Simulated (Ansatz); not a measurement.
This Cd₄Se₃S structure is the end of a relaxation. The cell was found from a structure generator's guess, not taken from experiment.

These are results of Ansatz, DFT PBE, scalar-relativistic, plane waves, PAW, not measurements. Cutoff 420 eV, Γ-centred mesh, Gaussian smearing, no spin polarisation.

```
Cd Se S
1.0
     6.12794    0.00000    0.00000
     0.00000    6.12794    0.00000
     0.00000    0.00000    6.12794
Cd Se S
4 3 1
Cartesian
  4.6333 4.6333 1.4946
  4.6333 1.4946 4.6333
  1.4946 4.6333 4.6333
  1.4946 1.4946 1.4946
  0.0000 3.0640 3.0640
  3.0640 0.0000 3.0640
  3.0640 3.0640 0.0000
  0.0000 0.0000 0.0000
```

Energies over the elements count from the elements' standard structures at the same level, with no fitted energy shifts.

Question: Find its symmetry and describe it.

Answer: P-43m (No. 215), with Se and S ordered on zinc blende sites. Conventional cell: a = 6.128 Å. Cd is surrounded by 1 S at 2.59 Å and 3 Se at 2.68 Å; Se is surrounded by 4 Cd at 2.68 Å; around S lie 4 Cd at 2.59 Å.

Question: What is its formation energy per atom?

Answer: −0.635 eV/atom. A negative formation energy is needed for stability but isn't enough: competing phases decide.

Question: Is it a metal?

Answer: No, the gap on the 6×6×6 mesh is 0.60 eV.

The last run used a 6×6×6 mesh for its 8-atom cell and Gaussian smearing of 0.02 eV. Kohn–Sham gaps at this level usually fall short of measured ones. The reference forms of S and Se are held partly by dispersion forces, which this level lacks. A later test with randomly moved atoms came back to the same energy, though modes that don't fit the test's cell weren't probed.
